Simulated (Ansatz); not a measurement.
GdPd₂:
```
GdPd2
1.0
   -1.97732     1.97732     4.28383
    1.97732    -1.97732     4.28383
    1.97732     1.97732    -4.28383
Pd Gd
2 1
Direct
  0.75000   0.25000   0.50000
  0.25000   0.75000   0.50000
  0.00000   0.00000   0.00000
```
The run is spin-polarised; directions of the spins, atom by atom: 0 0 ↑.

Relaxed with PBE. Special points in fractions of this cell's reciprocal vectors: Γ (0.000, 0.000, 0.000); X (0.000, 0.000, 0.500); P (0.250, 0.250, 0.250); N (0.000, 0.500, 0.000); M (0.500, 0.500, -0.500); S (0.303, 0.697, -0.303); S0 (-0.303, 0.303, 0.303); R (-0.107, 0.107, 0.500); G (0.500, 0.500, -0.107).

List the band energies nearest the Fermi level at these points for PBE in the plane-wave PAW code Ansatz.

In eV from the Fermi level; about four levels below and three above (degenerate sets whole), none deeper than 8.9 eV; points with the same levels are listed once.

```tsv
k	below	above
Γ ↑	-2.01 -2.01 -1.83 -0.95 -0.04	0.02 1.70 1.70
X ↑	-1.89 -1.74 -1.50 -1.27	1.38 1.67 1.84
P ↑	-1.93 -1.93 -1.72 -1.51 -0.18	0.07 1.51 1.51
N ↑	-2.31 -2.30 -1.86 -0.92	0.31 2.49 3.62
M ↑	-1.97 -1.66 -1.66 -0.84	0.02 2.07 3.53
S ↑	-1.98 -1.95 -1.64 -0.66	0.06 2.70 3.72
R ↑	-1.72 -1.70 -0.55 -0.07	1.85 1.98 2.55
Γ ↓	-2.09 -1.94 -1.94 -0.89	0.03 0.55 0.63 0.63
X ↓	-1.97 -1.70 -1.64 -0.92	0.60 0.61 0.68
P ↓	-1.96 -1.96 -1.68 -1.66	0.01 0.17 0.65 0.65
N ↓	-2.43 -2.29 -1.76 -0.81	0.60 0.67 0.71
M ↓	-1.96 -1.78 -1.78 -0.87	0.03 0.64 0.64
S ↓	-2.00 -1.89 -1.54 -0.63	0.38 0.68 0.71
R ↓	-1.80 -1.68 -0.30 -0.02	0.61 0.69 0.75
```

Space group I4/mmm. The workflow started from an entry of the Crystallography Open Database (COD). Whether it is the stable phase at ambient conditions was not checked. Symmetry was held in the PBE relaxation; whether a distortion lowers the energy is not shown. Spin order of the final state: ferromagnetic, chosen from 4 collinear starts compared on coarse meshes (ties went to the first, and starts can fall back to one state), not a proven ground state. The volume moved by -18 % from the start of the relaxation. The volume fell by over 15 % from the filed cell, which may lack light atoms or belong to other conditions. The 4f shell is in the valence, and the state reached may lie above the lowest one. No Hubbard U is applied. Spin–orbit coupling is left out wherever it is not named.

Potentials: the later of the program's two PAW sets.
